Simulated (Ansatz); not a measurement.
Elements on the sites of an ideal fcc lattice, at a guessed lattice constant:

```
CELL_PARAMETERS angstrom
-3.64305 3.64305 -3.64305
3.64305 3.64305 3.64305
3.64305 -3.64305 -3.64305
ATOMIC_POSITIONS crystal
Ti 0.50000 0.00000 0.50000
Ti 0.50000 0.25000 0.25000
Mn 0.75000 0.50000 0.75000
Mn 0.50000 0.50000 0.00000
Fe 0.25000 0.25000 0.50000
Fe 0.50000 0.75000 0.75000
Fe 0.75000 0.00000 0.25000
Ni 0.00000 0.50000 0.50000
Ni 0.00000 0.00000 0.00000
Ni 0.25000 0.50000 0.25000
Ni 0.00000 0.75000 0.25000
Ni 0.75000 0.25000 0.00000
Ni 0.25000 0.75000 0.00000
Cu 0.25000 0.00000 0.75000
Cu 0.00000 0.25000 0.75000
Cu 0.75000 0.75000 0.50000
```

Cell and atoms were relaxed without symmetry on coarser meshes and computed once more. Theory: DFT PBE, scalar-relativistic, plane waves, PAW in Ansatz.

Cutoff 420 eV; k points 4×4×5 on the computed 16-atom cell (Γ-centred); Gaussian smearing, width 0.10 eV; collinear spin from starting moments -0.26 0 -3.17 -3.23 1.86 2.18 2.23 0 0.19 0 -0.12 -0.14 0 0 0 0 μB.

The relaxation ran on 3×3×3 k points with a smearing of 0.1 eV, from sites shaken by 0.02 Å.

Q: What does the relaxation give?

A: A volume of 11.97 Å³/atom and no gap on the mesh. The atoms leave their sites by 0.06 Å (root mean square) and 0.12 Å at most, and the cell stretches by up to 1.0 % at fixed volume. One magnetic start was tried.

```
Ti Mn Fe Ni Cu
1.0
    -3.60088    3.63612   -3.63723
     3.59044    3.65716    3.66871
     3.60049   -3.66760   -3.66832
Ti Mn Fe Ni Cu
2 2 3 6 3
Direct
  0.48949 0.98327 0.49892
  0.49558 0.24463 0.23976
  0.77077 0.51698 0.76188
  0.49839 0.50899 0.00040
  0.24755 0.25956 0.50844
  0.50304 0.74353 0.75721
  0.77014 0.00035 0.24808
  0.00021 0.49562 0.50044
  0.00013 0.99986 0.00548
  0.24769 0.49650 0.25081
  0.99760 0.74887 0.24652
  0.75337 0.25311 0.00147
  0.25337 0.75356 0.99964
  0.23825 0.98994 0.74377
  0.00372 0.25081 0.75549
  0.76050 0.75355 0.50443
```

The k mesh is coarse.

Cost: 2 runs of about 98 core-minutes in all (earlier runs that led there not counted), on Intel Xeon Processor @ 2.50GHz (Skylake/Cascade Lake) (shared hosts).